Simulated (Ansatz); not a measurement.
**Mechanical response of Y (P6_3/mmc)**

```
CELL_PARAMETERS angstrom
3.59199 0.00000 0.00000
-1.79600 3.11076 0.00000
0.00000 0.00000 5.61408
ATOMIC_POSITIONS crystal
Y 0.33333 0.66667 0.25000
Y 0.66667 0.33333 0.75000
```

Conventional cell: a = 3.592 Å, b = 3.592 Å, c = 5.614 Å, α = 90.00°, β = 90.00°, γ = 120.00°. Y (atom 1) has 12 Y at 3.49 to 3.59 Å as nearest neighbours.

Computed, not measured; unless marked otherwise by PBEsol, all-electron LAPW in Ansatz 0.2.0, scalar-relativistic. k mesh 16×16×8, Fermi-Dirac smearing of 0.100 eV, basis error target 0.5 meV/atom. The cell was relaxed by PAW under this functional, which moved its volume by -5 % from the database entry's.

The cell is hexagonal and carries a residual pressure of 0.01 GPa at this level. Each strain component that symmetry leaves independent is applied at ±0.008, the ions relax wherever a strain frees them, and the stress (tension positive, GPa) is read. Shears are engineering strains, γ = 2ε.

```json
{"strain": "xx", "size": "-0.008", "σxx": "-0.6674", "σyy": "-0.2438", "σzz": "-0.1463", "σyz": "0.0000", "σxz": "0.0000", "σxy": "0.0000"}
{"strain": "xx", "size": "+0.008", "σxx": "0.5655", "σyy": "0.1568", "σzz": "0.2252", "σyz": "0.0000", "σxz": "0.0000", "σxy": "0.0000"}
{"strain": "zz", "size": "-0.008", "σxx": "-0.2319", "σyy": "-0.2319", "σzz": "-0.6298", "σyz": "0.0000", "σxz": "0.0000", "σxy": "0.0000"}
{"strain": "zz", "size": "+0.008", "σxx": "0.1410", "σyy": "0.1410", "σzz": "0.6908", "σyz": "0.0000", "σxz": "0.0000", "σxy": "0.0000"}
{"strain": "yz", "size": "-0.008", "σxx": "-0.0426", "σyy": "-0.0398", "σzz": "0.0397", "σyz": "-0.2047", "σxz": "0.0000", "σxy": "0.0000"}
{"strain": "yz", "size": "+0.008", "σxx": "-0.0426", "σyy": "-0.0398", "σzz": "0.0397", "σyz": "0.2047", "σxz": "0.0000", "σxy": "0.0000"}
```

A central difference gives one constant, for example C11 ≈ (0.5655 − (-0.6674))/(0.016) = 77.1 GPa; the program then imposes the crystal's symmetry on the whole matrix.

What are the independent elastic constants?

C11 = 77.1, C12 = 25.0, C13 = 23.3, C33 = 82.5, C44 = 25.6 GPa.

Is the crystal stable against homogeneous strain?

The least eigenvalue of the 6×6 matrix is 25.6 GPa, so yes.

What moduli does a random aggregate of grains have?

Voigt and Reuss bounds: B from 42.2 to 42.2 and G from 26.4 to 26.4 GPa; their means are B = 42.2 and G = 26.4 GPa. Then E = 9BG/(3B + G) = 65.6 GPa, ν = (3B − 2G)/(6B + 2G) = 0.241 and B/G = 1.60, on the brittle side of Pugh's 1.75 (a rule of thumb).

With the density of 4.707 g/cm³, how fast does sound travel, and what Debye temperature follows?

```csv
direction,slow (m/s),middle (m/s),fast (m/s)
x,2332,2351,4046
y,2332,2351,4046
z,2332,2332,4188
```

The mean of v⁻³ over directions and branches gives v_m = 2626 m/s and θ_D = (ħ/k_B) v_m (6π²n)^(1/3) = 248 K, n being atoms per volume. Young's modulus spans 64 to 72 GPa over directions, and the universal anisotropy index is 0.01.

How far do the constants move if PAW replaces LAPW in the same cell?

```csv
constant,LAPW (GPa),PAW (GPa),difference
C11,77.1,77.1,0.0
C12,25.0,25.1,0.1
C13,23.3,23.3,0.0
C33,82.5,82.5,0.0
C44,25.6,25.6,0.0
```

How do the constants change if the ions are clamped to the homogeneous strain?

Clamped values, with the change against relaxed ions: C11 = 81.8 (+4.8), C12 = 20.3 (-4.8), C13 = 23.3 (+0.0), C33 = 82.5 (+0.0), C44 = 25.6 (+0.0) GPa.

Keep in mind: responses of metals move with mesh and smearing; the frozen-core PAW files of the compared runs were fitted under PBE, their cores solved anew for this functional.
